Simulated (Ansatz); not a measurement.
KF (rock salt)

```
KF
1.0
    0.00000     5.42078     5.42078
    2.71039     2.71039     5.42078
    2.71039     2.71039     0.00000
F K
2 2
Direct
  0.00000   0.00000   0.00000
  0.50000   0.00000   0.00000
  0.00000   0.50000   0.50000
  0.50000   0.50000   0.50000
```

A phonon eigenvector at X = (0.5, 0.5, 0.0) is frozen into this cell: atom i moves by Q times the vector below, so Q is the largest atomic displacement, in Å. The cell is held. (q is in reciprocal vectors of the primitive cell; the cell shown is doubled to hold the pattern.)

| atom | x | y | z |
|---|---|---|---|
| F1 | 0.000 | 0.000 | -0.061 |
| F2 | 0.000 | 0.000 | 0.061 |
| K3 | 0.000 | 0.000 | -1.000 |
| K4 | 0.000 | 0.000 | 1.000 |

These are PBE (plane waves to 420 eV, PAW, scalar-relativistic; Ansatz, a first-principles code) values and carry that method's errors. k mesh 11×11×11 (Γ-centred), Fermi-Dirac smearing 0.05 eV. KF was relaxed with its symmetry unable to fall. 

```tsv
Q (Å)	−dE/dQ from forces (eV/Å)
-0.280	2.353
-0.233	1.904
-0.187	1.486
-0.140	1.093
-0.093	0.719
-0.047	0.356
0.000	0.000
0.047	-0.356
0.093	-0.719
0.140	-1.093
0.187	-1.486
0.233	-1.904
0.280	-2.353
```

Problem. What harmonic wavenumber does the curvature at Q = 0 give?

Solution. 163 cm⁻¹. E″ = 7.62 eV/Å², M = Σ mᵢ|uᵢ|² = 78.3 u, ν̃ = 521.5·√(|E″|/M).

(A displaced cell: forces are minus the slopes of the energy, force constants its curvatures, and phonons follow from these.)
